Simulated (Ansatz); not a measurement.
# Trial structures of Al₃B₂As: starts and ends

Computed with DFT PBE, scalar-relativistic, plane waves, PAW (Ansatz). Settings: cutoff 420 eV, Γ-centred meshes spaced at most about 0.3 Å⁻¹, and about 0.25 Å⁻¹ or finer for metals (2π included), Gaussian smearing. No spin polarisation in the final relaxations.

Each guess was relaxed in cell and atoms at zero pressure, within the symmetry of its start. Temperature and zero-point effects are left out. Coordination counts As or B atoms around Al (for each partner element, those within 1.25 times its shortest distance or 1.15 times the sum of covalent radii, where it is the nearest in units of that sum or under 1.3; a plus sign parts groups by distance over the sum of covalent radii; the shortest distance is added where it exceeds 1.18 times the sum of covalent radii; a slash parts the counts of unlike sites).

```csv
guess,made from,start group,V start (Å³/atom),end group,V end (Å³/atom),coordination at the end,gap on mesh (eV),E over the lowest end (meV/atom)
1,CsLi2F3 type,I4/mmm,11.6,I4/mmm,15.6,Al 4/6,0,91
2,random cell,P6/mmm,15.8,P6/mmm,26.3,Al 2/3,0,1079
3,random cell,P-62m,15.0,P-62m,17.2,Al 4,0,250
4,LaNi3Rh2 type,Cmmm,14.9,Cmmm,14.6,Al 4/6,0,0
5,NaCu2O3 type,Cmmm,14.7,Cmmm,16.4,Al 3+2/6,0,288
6,random cell,P6/mmm,16.4,P6/mmm,14.4,Al 4,0,89
7,Zr3TiCu2 type,P4mm,17.4,?,?,?,?,?
```

Guess 7 as it starts:

```cif
data_structure
_symmetry_space_group_name_H-M 'P 1'
_symmetry_Int_Tables_number 1
_cell_length_a 3.1025
_cell_length_b 3.1025
_cell_length_c 10.8304
_cell_angle_alpha 90.000
_cell_angle_beta 90.000
_cell_angle_gamma 90.000
_cell_volume 104.25
loop_
_atom_site_label
_atom_site_type_symbol
_atom_site_fract_x
_atom_site_fract_y
_atom_site_fract_z
_atom_site_occupancy
Al1 Al 0.00000 0.00000 0.65145 1
Al2 Al 0.00000 0.00000 0.32937 1
Al3 Al 0.50000 0.50000 0.85221 1
B1 B 0.00000 0.00000 0.02411 1
B2 B 0.50000 0.50000 0.49128 1
As1 As 0.50000 0.50000 0.15158 1
```

Task: Predict the end of this guess and its energy over the lowest end.

Result: It ends in space group P4mm (No. 99), with a = 2.812 Å, c = 10.055 Å, 13.2 Å³/atom and no gap. It lies 0.31 eV/atom over the lowest end, above guess 5 and below guess 2. Counting As or B atoms around Al, this end has Al 4 from 2.5 Å/5/8 and the lowest (guess 4) has Al 4/6. The lowest (guess 4) holds B–B chains (shortest 1.68 Å); in this end the shortest B–B distance is 2.81 Å.

Space group P4mm (No. 99). a = 2.812 Å, b = 2.812 Å, c = 10.055 Å, α = 90.00°, β = 90.00°, γ = 90.00°
```
atom  site  symmetry       x       y       z
  Al    1a       4mm  0.0000  0.0000  0.6416
  Al    1a       4mm  0.0000  0.0000  0.3712
  Al    1b       4mm  0.5000  0.5000  0.8572
   B    1a       4mm  0.0000  0.0000  0.9918
   B    1b       4mm  0.5000  0.5000  0.4988
  As    1b       4mm  0.5000  0.5000  0.1393
```

The zero of energy is the elements' standard structures at the same level; no fitted shifts are applied.

Task: Is the lowest end bound against the elements?

Result: No: its formation energy is +0.34 eV/atom. The separate elements lie lower, so it is unstable against them.

The k mesh leaves some 4 meV/atom of noise in the energy of each metallic cell. Weakly bound directions are ill-defined at this level, which has no dispersion term (P4mm), and this can change margins and order among such cells. The reference form of As is held partly by dispersion forces, which this level lacks. Cells relaxed within their symmetry can be saddle points. A lower structure may well exist outside this small set. Some types were kept out of the candidates beforehand, so the set may lack a known form.
